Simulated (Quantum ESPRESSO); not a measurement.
```cif
data_F3Sc
_chemical_formula_sum 'F3 Sc1'
_space_group_name_H-M_alt 'P 1'
_space_group_IT_number 1
_cell_length_a 4.05701
_cell_length_b 4.05701
_cell_length_c 4.05701
_cell_angle_alpha 90.017
_cell_angle_beta 90.017
_cell_angle_gamma 90.017
loop_
_space_group_symop_operation_xyz
  'x, y, z'
loop_
_atom_site_label
_atom_site_type_symbol
_atom_site_fract_x
_atom_site_fract_y
_atom_site_fract_z
_atom_site_occupancy
F1 F 0.50000 0.00155 0.99845 1
F2 F 0.99845 0.50000 0.00155 1
F3 F 0.00155 0.99845 0.50000 1
Sc1 Sc 0.00000 0.00000 0.00000 1
```

The PBEsol cell relaxed from Materials Project entry mp-10694 was given an isotropic strain of +1 % on all lattice vectors, and the atoms were relaxed again.

### Question
What does PBEsol (Quantum ESPRESSO, PseudoDojo norm-conserving, 84 Ry, without SOC) give for the electronic structure near the Fermi level?

### Answer
The PBEsol gap is indirect, 6.14 eV, from P to Γ; the smallest direct gap is 6.68 eV.
